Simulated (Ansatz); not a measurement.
The relaxed structure here is a generated cell of AlAu: the first start was made by placing the elements on the sites of a structure type, and the end was not matched to a known phase here, so it may be hypothetical.

A relaxed cell of AlAu (Pmmm (No. 47)), relaxed on a k-mesh at least as fine as the one used below. Calculation: PBE (plane waves to 420 eV, PAW, scalar-relativistic; Ansatz, a quantum-chemistry and plane-wave program). Γ-centred k-mesh 6×10×8 on the run's cell (coarser than for final values), Fermi–Dirac smearing 0.05 eV.

```xyz
4
Lattice="5.5516 0.0000 0.0000 0.0000 3.3359 0.0000 0.0000 0.0000 4.4082" Properties=species:S:1:pos:R:3 pbc="T T T"
Al     1.3879     0.0000     2.2041
Al     4.1637     0.0000     2.2041
Au     0.0000     0.0000     0.0000
Au     2.7758     0.0000     0.0000
```

The atoms are displaced by (Å):

```
atom      ux      uy      uz
----  ------  ------  ------
Al1    0.087  -0.042   0.078
Al2   -0.064  -0.060  -0.074
Au3   -0.188   0.012   0.020
Au4   -0.110  -0.010  -0.114
```

Problem. What forces (eV/Å) and pressure result?

Solution. 
```csv
atom,Fx,Fy,Fz
Al1,-1.65,0.01,-1.64
Al2,0.38,0.00,0.49
Au3,1.24,-0.02,-0.20
Au4,0.04,0.02,1.35
```

Pressure +2.2 GPa.

Problem. Estimate the energy cost of the displacement in the harmonic approximation and compare with the calculation.

Solution. For a harmonic well ΔE = −½ Σ F·u = 0.364 eV a cell, or 91 meV/atom. The calculated energy relative to the undisplaced cell is +0.08 eV/atom, so the harmonic estimate holds well.

The undisplaced cell is probably no minimum: from this displacement the run went on to C2/m (No. 12) at a tolerance of 0.01 Å, R-3m (No. 166) at 0.1 Å, 0.18 eV/atom below it.

No spin polarisation in the result.
